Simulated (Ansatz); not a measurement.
Here is the system:

NaAuO2:
```
CELL_PARAMETERS angstrom
      1.71052    -5.52616     0.00000
      1.71052     5.52616     0.00000
      0.00000     0.00000     5.82619
ATOMIC_POSITIONS crystal
  Na 0.28245 0.71755 0.25000
  Na 0.71755 0.28245 0.75000
  Au 0.99639 0.00361 0.75000
  Au 0.00361 0.99639 0.25000
  O  0.87807 0.12193 0.49266
  O  0.12193 0.87807 0.50734
  O  0.12193 0.87807 0.99266
  O  0.87807 0.12193 0.00734
```

This is the LDA-relaxed structure.

All from LDA (plane waves, PAW; program Ansatz), unless another level is named. Estimate the smallest direct gap on the standard path.

1.54 eV.

And the electron effective mass?

0.42, 0.69, 2.5 mₑ (principal values).

Next, the formation energy from the elements (no fitted shifts)?

-0.81 eV/atom.

And the band gap?

1.01 eV (indirect).

And the weight of the conduction-edge state by species (Voronoi cells)?

O 45 %, Au 44 %, Na 11 %.

Space group Cmcm. The workflow started from a Materials Project entry (that database holds measured and hypothetical structures alike); the Crystallography Open Database copy checked does not list it. Its standing as an ambient phase is unchecked. The LDA relaxation kept the symmetry of its start; phonons on a q-mesh show no instability. The references are the lowest solids computed at this level, not always the standard phases (solids in place of the gases). Scalar-relativistic: spin–orbit coupling is off unless named, which matters more the heavier the elements.

Potentials: the later of the program's two PAW sets.
